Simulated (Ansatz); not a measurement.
# AlP, first-principles data

AlP:
```yaml
crystal:
  lattice:
    - [3.82111, 0.00000, 0.00000]
    - [-1.91056, 3.30918, 0.00000]
    - [0.00000, 0.00000, 8.63307]
  atoms:
    - { symbol: Al, position: [0.00000, 0.49982, 0.66667] }
    - { symbol: Al, position: [0.50018, 0.50018, 0.00000] }
    - { symbol: Al, position: [0.49982, 0.00000, 0.33333] }
    - { symbol: P, position: [0.00000, 0.49988, 0.16667] }
    - { symbol: P, position: [0.50012, 0.50012, 0.50000] }
    - { symbol: P, position: [0.49988, 0.00000, 0.83333] }
```

Space group P6_422 (No. 181); conventional cell a = b = 3.8211 Å, c = 8.6331 Å, α = β = 90.00°, γ = 120.00°.

Method: PBEsol (plane waves, PAW; program Ansatz). The cell and atoms are relaxed at this level. Other levels are named where they apply.

Cell and energy:

```
Property                                                       Value
-----------------------------------------------------  -------------
Volume per atom                                             18.19 Å³
Density                                                   2.64 g/cm³
Formation energy from the elements (no fitted shifts)  -0.40 eV/atom
```

Electronic structure:

```
Property                                                                  Value
----------------------------------------  -------------------------------------
Band gap                                                     0.84 eV (indirect)
Valence-band maximum                                                       at Γ
Conduction-band minimum                             at M (3 equivalent valleys)
Smallest direct gap on the standard path                                1.93 eV
Electron effective mass                   0.14, 0.40, 1.5 mₑ (principal values)
Hole effective mass                        0.15, 7.9, 7.9 mₑ (principal values)
HSE06 gap on the PBEsol cell                                            1.57 eV
```

Mechanics:

```
Property                                                                                     Result
-----------------------------------------------------------  --------------------------------------
Bulk modulus (Birch–Murnaghan fit)                                                         958 kbar
Pressure derivative B′                                                                          4.1
Mechanical stability                                         stable (all eigenvalues of C positive)
Hill bulk and shear moduli                                                        96.4 and 50.6 GPa
Young's modulus                                                                             129 GPa
Poisson's ratio                                                                                0.28
Debye temperature from the elastic constants                                                  552 K
Piezoelectric stress constants (proper, relaxed ions, C/m²)                 e14 = -0.11, e25 = 0.11
```

Dielectric response:

```
Quantity                                                                     Result
--------------------------------------------------------  -------------------------
Electronic dielectric constant ε∞ (DFPT)                  12.6 (xx = yy), 14.0 (zz)
Static dielectric constant ε0 (ions relaxed, cell fixed)  21.7 (xx = yy), 18.0 (zz)
Born charges (a third of the trace)                             Al +2.70, P -2.70 e
```

Phonons:

```
Property                                                            Result
--------------------------------------------------  ----------------------
Highest zone-centre frequency (without LO–TO term)                468 cm⁻¹
Zone-centre stability                               no imaginary mode at Γ
```

The start of the workflow was typed in or built on a structure type; neither database checked (COD, Materials Project) lists it. It is not the phase usual at ambient conditions (space group No. 216). Symmetry was held in the PBEsol relaxation. Point labels and valley counts follow the cell and symmetry of the run, lower than the named group. Signs of piezoelectric constants follow the polarity of the cell as given. The references are the lowest solids computed at this level, not always the standard phases.

Potentials: the later of the program's two PAW sets.
